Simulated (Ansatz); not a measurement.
GaCuSe2 (chalcopyrite, I-42d), PBEsol (plane waves, PAW; program Ansatz), all energies at zero smearing, with the estimated change up to a 700 eV cutoff added, with one set of potentials and settings (totals compare only within such a set). Cell of 8 atoms (2 Cu, 2 Ga, 4 Se): -42364.436 eV.

| element | reference phase | E (eV/atom) |
|---|---|---|
| Cu | Fm-3m, 1 atoms in the cell | -6588.7768 |
| Ga | Cmce, 4 atoms in the cell | -3743.2031 |
| Se | P3_121, 3 atoms in the cell | -5424.2079 |

Formation energy per atom, worked out: (-42364.436 − 2×(-6588.7768) − 2×(-3743.2031) − 4×(-5424.2079))/8 = -0.456 eV/atom (-44 kJ per mol of atoms), at 0 K, without zero-point energy or fitted corrections.

Symmetry was held in the PBEsol relaxation. No spin polarisation was allowed. The references are the lowest solids computed at this level, not always the standard phases.

Potentials: the later of the program's two PAW sets.
